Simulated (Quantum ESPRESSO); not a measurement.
# Strain and stress in Mo2W2S6PCl

Calculated results; nothing here was measured. They come from pw.x of Quantum ESPRESSO 7.5, a plane-wave density functional program, with PseudoDojo standard norm-conserving files (v0.5 for PBE, v0.4.1 for LDA and PBEsol). The cells are made up: elements, strain and atom displacements were drawn at random, and nothing was relaxed. There is no spin polarisation, spin-orbit coupling or dispersion term.

The cell has 12 sites of a 2H layered lattice (rectangular cell). Sites 1 to 4 hold Mo W Mo W; sites 5 to 12 hold S S P S S S S Cl. Cell vectors in Å: (3.286, -0.019, -0.034); (-0.032, 5.566, 0.038); (-0.133, 0.086, 12.932). Settings: PBE, cutoff 1088 eV, 7 x 4 x 2 k mesh shifted by half a step, Fermi-Dirac smearing of 0.025 eV.

Each run adds the same linear strain along x, y and z to one cell, with the atoms carried along; the vectors above are those of run 5. Stress is positive in tension and P is minus a third of its trace. E is the free energy for each atom above the lowest run shown. The last column is band 53 less band 52 at Gamma, from a band step after each run.

```
run  strain (%)  s_xx (GPa)  s_yy (GPa)  s_zz (GPa)  s_xy (GPa)  P (GPa)  E (meV/atom)  level step at Gamma (eV)
  1       -2.33       -0.82       -5.65       -4.95       -0.49     3.81          5.43                     0.640
  2       -1.63        2.07       -2.40       -1.55       -0.53     0.63          0.00                     0.634
  3       -0.57        5.90        1.95        3.00       -0.59    -3.62          5.86                     0.624
  4       -0.26        6.91        3.10        4.21       -0.61    -4.74         10.59                     0.621
  6        1.64       12.10        9.06       10.49       -0.68   -10.55         65.76                     0.604
  7        2.09       13.11       10.23       11.73       -0.69   -11.69         84.90                     0.600
  5        0.08           ?           ?           ?           ?        ?             ?                         ?
```

A rerun of one of these cells at 1377 eV and k mesh 9 x 6 x 4 moved values by no more than 0.002 eV in the cell's energy, 0.02 GPa in stress and 0.005 eV/Å in force.

## Worked fit

A parabola through the six runs shown gives P = -5.66 - 3.44 e + 0.267 e² GPa, with e in per cent and a scatter of 0.03 GPa. A linear strain of 1 % changes the volume by about 3 %, so the bulk modulus of this cell with clamped atoms is about 115 ± 2 GPa at e = 0. The error is the larger of the fit's own and the change that a cubic makes, rounded up.

## Withheld run

Question: what P should run 5 give?

The fit gives -5.93 GPa. The calculation gave -5.90 GPa.

```
run,strain (%),s_xx (GPa),s_yy (GPa),s_zz (GPa),s_xy (GPa),P (GPa),E (meV/atom),level step at Gamma (eV)
5,0.08,7.95,4.29,5.47,-0.62,-5.90,17.18,0.619
```